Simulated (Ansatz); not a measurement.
# LiCl: computed property card

LiCl:
```
CELL_PARAMETERS angstrom
      0.00000     2.73357     2.73357
      2.73357     0.00000     2.73357
      2.73357     2.73357     0.00000
ATOMIC_POSITIONS crystal
  Li 0.00000 0.00000 0.00000
  Cl 0.25000 0.25000 0.25000
```

Space group F-43m (No. 216), zinc blende; conventional cell a = 5.467 Å, b = 5.467 Å, c = 5.467 Å, α = 90.00°, β = 90.00°, γ = 90.00°.

Method: the program Ansatz at the r²SCAN level (PAW). The cell and atoms are relaxed at this level. Other levels are named where they apply.

Cell and energy:

- Volume per atom: 20.43 Å³
- Density: 1.72 g/cm³
- Formation energy from the elements (no fitted shifts): -2010 meV/atom

Electronic structure:

* **Band gap**: 6.71 eV (direct)
* **Valence-band maximum**: at Γ
* **Conduction-band minimum**: at Γ
* **Electron effective mass**: 0.51 mₑ (isotropic)
* **Hole effective mass, band 1 of 3 at the edge**: 2.1 along [100], 14 along [110], 4.8 along [111] (mₑ)
* **Hole effective mass, band 2 of 3 at the edge**: 2.1 along [100], 2.1 along [110], 4.8 along [111] (mₑ)
* **Hole effective mass, band 3 of 3 at the edge**: 0.82 along [100], 0.62 along [110], 0.57 along [111] (mₑ)
* **HSE06 gap on the r²SCAN cell**: 7.38 eV

Mechanics:

- Bulk modulus (Birch–Murnaghan fit) = 26.3 GPa
- Pressure derivative B′ = 4.3
- Elastic constants (relaxed ions, GPa) = C11 = 32.8, C12 = 23.0, C44 = 14.1
- Mechanical stability = stable (all eigenvalues of C positive)
- Hill bulk and shear moduli = 26.3 and 9.2 GPa
- Young's modulus = 24.8 GPa
- Poisson's ratio = 0.34
- Debye temperature from the elastic constants = 283 K
- Piezoelectric stress constants (proper, relaxed ions, C/m²) = e14 = e25 = e36 = 0.22

Charges:

* **Bader charges**: Li +0.90, Cl -0.90 e

The start of the workflow was typed in or built on a structure type; neither database checked (COD, Materials Project) lists it. It is not the phase usual at ambient conditions (space group No. 225). Symmetry was held in the r²SCAN relaxation; its stability against distortions is not shown here. Signs of piezoelectric constants follow the polarity of the cell as given. The references are the lowest solids computed at this level, not always the standard phases (solids in place of the gases).

Potentials: the later of the program's two PAW sets.
